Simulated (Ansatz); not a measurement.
Ru:
```cif
data_Ru2
_chemical_formula_sum 'Ru2'
_space_group_name_H-M_alt 'I4/mmm'
_space_group_IT_number 139
_space_group_name_Hall '-I 4 2'
_cell_length_a 3.22722
_cell_length_b 3.22722
_cell_length_c 2.72022
_cell_angle_alpha 90.000
_cell_angle_beta 90.000
_cell_angle_gamma 90.000
loop_
_atom_site_label
_atom_site_type_symbol
_atom_site_symmetry_multiplicity
_atom_site_Wyckoff_symbol
_atom_site_fract_x
_atom_site_fract_y
_atom_site_fract_z
_atom_site_occupancy
Ru1 Ru 2 a 0.00000 0.00000 0.00000 1
```
(The calculation used a cell of 1 atom; values per cell refer to that cell.)
The run is spin-polarised.

Relaxed at zero pressure with r²SCAN in the plane-wave PAW code Ansatz.

**Question.** The volume is raised by 9 % and shape and atoms relax at that volume. What pressure results, and how do the axes share the change?

**Answer.** -19.2 GPa; a 3.2 %, b 3.2 %, c 2.4 %; the energy rises by 84 meV/atom.

**Question.** Give the new structure.

**Answer.** 
Space group I4/mmm (No. 139); a = b = 3.329 Å, c = 2.786 Å, α = β = γ = 90.00°

```tsv
atom	site	symmetry	x	y	z
Ru	2a	4/mmm	0.0000	0.0000	0.0000
```

The phase is kept; no other phase was compared at this pressure.

The start of the workflow was typed in or built on a structure type; neither database checked (COD, Materials Project) lists it. It is not the phase usual at ambient conditions (space group No. 194). The r²SCAN relaxation kept the symmetry of its start; its stability against distortions is not shown here. The final state is ferromagnetic, chosen from 4 collinear starts compared on coarse meshes (ties went to the first, and starts can fall back to one state), not a proven ground state. Other orbital occupations within this spin state were not tried. Axis ratios of metals converge slowly with the k-mesh, so a and c are less sure than the volume.

Potentials: the later of the program's two PAW sets.
